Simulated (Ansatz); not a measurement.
## Thermal properties of AlIn2Sb3 from its phonons

All numbers below come from DFT PBE, scalar-relativistic, plane waves, PAW in Ansatz. Cutoff 420 eV, 12×12×4 k-points (Γ-centred), Fermi-Dirac smearing of 0.15 eV. No spin polarisation. Phonons by linear response, acoustic sum rule imposed.

Relaxed structure:
```xyz
6
Lattice="4.5923 0.0000 0.0000 -2.2961 3.9770 0.0000 0.0000 0.0000 11.2665" Properties=species:S:1:pos:R:3 pbc="T T T"
Al    0.0000    2.6513    7.5168
In    0.0000    0.0000   11.1985
In    2.2961    1.3257    3.8071
Sb    0.0000    0.0000    8.3226
Sb    0.0000    2.6513    4.8232
Sb    2.2961    1.3257    0.9478
```

The cell was found from a structure generator's guess, not taken from experiment. In a metal, frequencies and elastic constants depend on the k mesh and the smearing, soft modes and shear constants most. Spin–orbit coupling is left out, which matters for heavy elements. The q mesh is coarse, so values between its points are rough.

Force constants from linear response on a 2×2×1 q mesh, interpolated to a fine mesh.

Question: Give the zero-point energy per atom.

Answer: 24.7 meV.

Question: How large are the vibrational entropy and heat capacity at 300 K?

Answer: S = 5.08 k_B and C_V = 2.87 k_B per atom, 96 % of the Dulong–Petit value.

Question: Tabulate them against temperature.

Answer:
| T (K) | F_vib (meV/atom) | S (k_B/atom) | C_V (k_B/atom) |
| --- | --- | --- | --- |
| 100 | 16.0 | 2.22 | 2.17 |
| 200 | -11.2 | 3.94 | 2.72 |
| 300 | -50.4 | 5.08 | 2.87 |
| 400 | -97.9 | 5.92 | 2.92 |
| 500 | -151.8 | 6.57 | 2.95 |
| 600 | -210.8 | 7.11 | 2.97 |
| 700 | -274.1 | 7.57 | 2.97 |
| 800 | -341.1 | 7.97 | 2.98 |
| 900 | -411.3 | 8.32 | 2.98 |
| 1000 | -484.4 | 8.63 | 2.99 |
